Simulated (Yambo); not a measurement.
Yambo input for SiO2 (α-quartz, space group P3_221, No. 154) (a = b = 4.917 Å, c = 5.432 Å, α = β = 90.00°, γ = 120.00°), on LDA (Quantum ESPRESSO, PseudoDojo norm-conserving, 84 Ry, without SOC) wavefunctions on a 6×6×4 mesh:

```
optics
chi
dipoles
kernel
FFTGvecs= 40 Ry
Chimod= "HARTREE"
NGsBlkXd= 3 Ry
% QpntsRXd
 1 | 1 |
%
% BndsRnXd
 1 | 90 |
%
GrFnTpXd= "R"
% EnRngeXd
 0.0 | 20.0 | eV
%
% DmRngeXd
 0.2 | 0.2 | eV
%
CGrdSpXd= 50
ETStpsXd= 161
% LongDrXd
 1.0 | 0.0 | 0.0 |
%
% XfnQP_E
 3.144 | 1.0 | 1.0 |
%
```

First lines of the file o-*.eps_q1_inv_rpa_dyson:

```
Absorption @ Q(1):   1.00000000     0.00000000     0.00000000    [q->0 direction]
#
# [ X ] Hartree size     :   83
# [GEN] GF Energies     : Slater exchange(X)+Perdew & Wang(C)+ user defined corrections @E
# [GEN] Green`s Function     : Retarded
#
# [GEN] Gauge     : Length
# [GEN] [r,Vnl] included     : yes
#
#    E[1] [eV]     Im(eps)     Re(eps)     Im(eps_o)     Re(eps_o)
#
     0.000000     0.81466E-15     2.152855     0.25044E-18     2.275074
     0.125000     0.219824E-3     2.152924     0.250091E-3     2.275153
     0.250000     0.439848E-3     2.153130     0.500409E-3     2.275387
     0.375000     0.660272E-3     2.153474     0.751180E-3     2.275778
     0.500000     0.881297E-3     2.153955     0.001003     2.276325
     0.625000     0.001103     2.154574     0.001255     2.277030
     0.750000     0.001326     2.155333     0.001509     2.277893
     0.875000     0.001550     2.156231     0.001763     2.278915
     1.000000     0.001776     2.157269     0.002020     2.280096
     1.125000     0.002003     2.158449     0.002278     2.281438
     1.250000     0.002232     2.159771     0.002539     2.282942
     1.375000     0.002463     2.161237     0.002802     2.284609
     1.500000     0.002696     2.162847     0.003067     2.286442
     1.625000     0.002932     2.164604     0.003335     2.288441
     1.750000     0.003171     2.166510     0.003607     2.290608
     1.875000     0.003413     2.168565     0.003882     2.292946
     2.000000     0.003658     2.170773     0.004161     2.295457
     2.125000     0.003906     2.173134     0.004443     2.298144
     2.250000     0.004159     2.175652     0.004731     2.301008
     2.375000     0.004416     2.178329     0.005022     2.304053
     2.500000     0.004677     2.181168     0.005319     2.307282
     2.625000     0.004943     2.184171     0.005622     2.310697
     2.750000     0.005214     2.187342     0.005930     2.314303
     2.875000     0.005490     2.190683     0.006244     2.318104
     3.000000     0.005772     2.194199     0.006565     2.322103
     3.125000     0.006061     2.197893     0.006892     2.326304
     3.250000     0.006356     2.201770     0.007228     2.330712
     3.375000     0.006658     2.205832     0.007571     2.335331
     3.500000     0.006968     2.210086     0.007923     2.340168
     3.625000     0.007285     2.214535     0.008283     2.345227
     3.750000     0.007612     2.219185     0.008654     2.350514
     3.875000     0.007947     2.224042     0.009034     2.356035
     4.000000     0.008291     2.229110     0.009425     2.361797
```
(The file goes on to the top of the energy range.) Convergence of the RPA response with its 6×6×4 mesh was not tested. The scissor comes from a G0W0 run whose convergence isn't established.

Geometry of the Materials Project entry, not relaxed at this level.
